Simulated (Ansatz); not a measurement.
AlNi, DFT, PBEsol, PAW with Ansatz's default frozen-core files, scalar-relativistic (Ansatz 0.2.0), run on 1 thread of Arm Neoverse V2 on a shared host.

The cell comes from COD entry 9008802, which wasn't checked; take it as a given geometry. The listed cell was then made from it by scaling, straining or moving an atom.

Command: `ansatz run input.yaml --threads 1 --pin off --max-ram 3072MiB --backend cpu --events-out ev --progress --plain --runs-dir out`

```yaml
crystal:
  lattice:
    - [2.8226878784, 0.0, 0.0]
    - [0.0, 2.8226878784, 0.0]
    - [0.0, 0.0, 2.8226878784]
  atoms:
    - { symbol: Al, position: [0.0, 0.0, 0.0] }
    - { symbol: Ni, position: [0.5, 0.5, 0.5], spin: 1.5 }
magnetization:
  spin_polarized: true
kpoints:
  mp_grid: { grid: [13, 13, 13] }
scf:
  occupations: { method: fermi_dirac, width: 0.05 }
hamiltonian:
  xc: pbesol
  pseudopotentials: { kind: paw }
output:
  forces: true
  stress: true
  eigenvalues: true
  efg: { contact_densities: true }
```

Question: How large is the problem that the program sets up?

Answer: 84 irreducible k-points, 461 plane waves at Γ, 16 bands.

Question: Estimate the wall time and the peak memory.

Answer: 6.1 s of wall time for 11 SCF iterations, with a peak of 0.38 GiB. Times on shared machines scatter by tens of per cent.

Question: And the same cell and mesh by full-potential LAPW, asked for forces, stress, eigenvalues, on the same hardware?

Answer: 32 s, peak memory 0.51 GiB.

Question: And the same cell and mesh by crystal-made all-electron datasets, asked for forces, stress, eigenvalues, efg, on the same hardware?

Answer: 24 s, peak memory 0.65 GiB.
